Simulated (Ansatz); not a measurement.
**LaTl3: projected DOS by orbital**

```
CELL_PARAMETERS angstrom
4.79900 0.00000 0.00000
0.00000 4.79900 0.00000
0.00000 0.00000 4.79900
ATOMIC_POSITIONS crystal
La 0.00000 0.00000 0.00000
Tl 0.00000 0.50000 0.50000
Tl 0.50000 0.00000 0.50000
Tl 0.50000 0.50000 0.00000
```

Atoms are numbered in the order listed.

The cell is COD entry 1538104, as deposited and not checked against the literature; nothing was relaxed.

Spin–orbit coupling is left out, though it moves levels of the heavy atoms by tenths of an eV or more.

Theory: DFT, PBEsol, all-electron LAPW, scalar-relativistic (Ansatz 0.2.0).

Settings: a Γ-centred 8×8×8 k mesh, Fermi–Dirac smearing of 0.05 eV, basis error target 1 meV/atom, no spin polarisation.

States per eV for one atom of each kind, in 0.4 eV bins named by their centres, from the Fermi level, projected on a minimal set of Löwdin-orthogonalised atomic shells; orbitals are real harmonics on the Cartesian axes, equal curves share a column, and empty bins are left out, as is all above 3.1 eV, near the top of the computed bands.

La1 4f:

```
# E all fz3 fxz2=fyz2 fz(x2-y2) fxyz fx(x2-3y2)=fy(3x2-y2)
-11.5 0.01 0.00 0.00 0.00 0.00 0.00
-11.1 0.01 0.00 0.00 0.00 0.00 0.00
-5.9 0.01 0.00 0.00 0.00 0.00 0.00
-5.5 0.01 0.00 0.00 0.00 0.00 0.00
-5.1 0.01 0.00 0.00 0.00 0.00 0.00
-4.7 0.01 0.00 0.00 0.00 0.00 0.00
-4.3 0.01 0.00 0.00 0.00 0.00 0.00
-3.9 0.01 0.00 0.00 0.00 0.00 0.00
-2.3 0.01 0.00 0.00 0.00 0.01 0.00
-1.9 0.02 0.00 0.00 0.00 0.00 0.00
-1.5 0.03 0.00 0.00 0.00 0.01 0.00
-1.1 0.05 0.01 0.01 0.00 0.01 0.01
-0.7 0.06 0.01 0.01 0.01 0.01 0.01
-0.3 0.13 0.01 0.02 0.03 0.01 0.02
0.1 0.12 0.01 0.02 0.03 0.02 0.02
0.5 0.40 0.03 0.07 0.09 0.04 0.05
0.9 0.43 0.04 0.08 0.10 0.02 0.06
1.3 2.18 0.19 0.37 0.49 0.16 0.30
1.7 7.80 0.86 1.03 1.13 1.81 0.96
2.1 19.06 3.43 2.57 2.04 2.62 2.91
2.5 2.53 0.20 0.45 0.60 0.12 0.35
2.9 1.01 0.09 0.18 0.24 0.04 0.14
```

La1 5d:

```
# E all dz2=dx2-y2 dxz=dyz=dxy
-11.5 0.16 0.03 0.03
-11.1 0.09 0.02 0.02
-8.3 0.01 0.00 0.00
-7.9 0.04 0.00 0.01
-7.5 0.09 0.00 0.03
-7.1 0.11 0.00 0.04
-6.7 0.07 0.01 0.02
-6.3 0.08 0.02 0.01
-5.9 0.25 0.03 0.06
-5.5 0.25 0.03 0.06
-5.1 0.19 0.03 0.04
-4.7 0.14 0.03 0.03
-4.3 0.13 0.04 0.02
-3.9 0.04 0.01 0.00
-2.7 0.02 0.01 0.00
-2.3 0.18 0.06 0.02
-1.9 0.25 0.06 0.05
-1.5 0.40 0.08 0.08
-1.1 1.02 0.22 0.20
-0.7 1.20 0.24 0.24
-0.3 1.06 0.16 0.24
0.1 0.43 0.06 0.10
0.5 0.85 0.08 0.23
0.9 0.33 0.06 0.07
1.3 0.68 0.17 0.11
1.7 0.55 0.12 0.10
2.1 1.07 0.11 0.28
2.5 1.86 0.61 0.21
2.9 2.80 0.85 0.37
```

Tl2 5d:

```
# E all dz2 dxz=dxy dyz dx2-y2
-11.9 0.21 0.01 0.08 0.02 0.03
-11.5 11.14 2.30 2.52 1.92 1.88
-11.1 12.52 2.56 1.98 2.98 3.01
-10.7 0.80 0.07 0.35 0.00 0.02
-7.9 0.01 0.00 0.00 0.00 0.00
-7.5 0.01 0.00 0.00 0.00 0.00
-7.1 0.01 0.00 0.00 0.00 0.00
-6.3 0.01 0.00 0.00 0.00 0.00
-5.9 0.03 0.00 0.01 0.00 0.00
-5.5 0.02 0.00 0.01 0.00 0.00
-5.1 0.01 0.00 0.00 0.00 0.00
-4.7 0.01 0.00 0.00 0.00 0.00
-4.3 0.01 0.00 0.00 0.00 0.00
-1.5 0.01 0.00 0.00 0.00 0.00
-1.1 0.01 0.00 0.00 0.00 0.00
-0.7 0.01 0.00 0.00 0.00 0.00
-0.3 0.01 0.00 0.00 0.00 0.00
0.1 0.01 0.00 0.00 0.00 0.00
0.5 0.01 0.00 0.00 0.00 0.00
1.3 0.01 0.00 0.00 0.00 0.00
1.7 0.01 0.00 0.00 0.00 0.00
2.1 0.01 0.00 0.00 0.01 0.00
2.5 0.01 0.00 0.00 0.00 0.00
2.9 0.01 0.00 0.00 0.01 0.00
```

Tl2 6p:

```
# E all pz=py px
-11.5 0.06 0.01 0.04
-11.1 0.04 0.01 0.01
-9.1 0.01 0.00 0.01
-8.7 0.04 0.01 0.02
-8.3 0.06 0.01 0.04
-7.9 0.10 0.01 0.08
-7.5 0.12 0.01 0.10
-7.1 0.08 0.01 0.07
-6.7 0.06 0.02 0.02
-6.3 0.09 0.04 0.02
-5.9 0.16 0.07 0.02
-5.5 0.11 0.04 0.03
-5.1 0.08 0.03 0.03
-4.7 0.05 0.02 0.02
-4.3 0.03 0.01 0.01
-3.9 0.01 0.00 0.00
-2.7 0.04 0.01 0.01
-2.3 0.28 0.10 0.08
-1.9 0.29 0.11 0.07
-1.5 0.45 0.16 0.14
-1.1 0.77 0.30 0.18
-0.7 0.62 0.25 0.11
-0.3 0.49 0.20 0.08
0.1 0.27 0.09 0.08
0.5 0.47 0.15 0.17
0.9 0.20 0.08 0.05
1.3 0.36 0.14 0.09
1.7 0.27 0.09 0.10
2.1 0.19 0.04 0.10
2.5 0.31 0.10 0.12
2.9 0.35 0.11 0.13
```

La1 6s:

```
# E all
-11.5 0.03
-11.1 0.01
-9.1 0.07
-8.7 0.08
-8.3 0.08
-7.9 0.06
-7.5 0.03
-7.1 0.01
-6.7 0.03
-6.3 0.04
-5.9 0.04
-5.5 0.01
-5.1 0.01
-2.7 0.01
-2.3 0.06
-1.9 0.06
-1.5 0.05
-1.1 0.02
-0.7 0.01
-0.3 0.02
0.1 0.01
0.5 0.02
0.9 0.02
1.3 0.02
1.7 0.01
2.1 0.04
2.5 0.08
2.9 0.08
```

Tl2 6s:

```
# E all
-11.5 0.05
-11.1 0.02
-9.1 0.05
-8.7 0.08
-8.3 0.12
-7.9 0.19
-7.5 0.22
-7.1 0.16
-6.7 0.12
-6.3 0.20
-5.9 0.57
-5.5 0.46
-5.1 0.33
-4.7 0.25
-4.3 0.24
-3.9 0.09
-2.3 0.02
-1.9 0.03
-1.5 0.04
-1.1 0.04
-0.7 0.03
-0.3 0.07
0.1 0.05
0.5 0.12
0.9 0.04
1.3 0.06
1.7 0.05
2.1 0.07
2.5 0.14
2.9 0.16
```
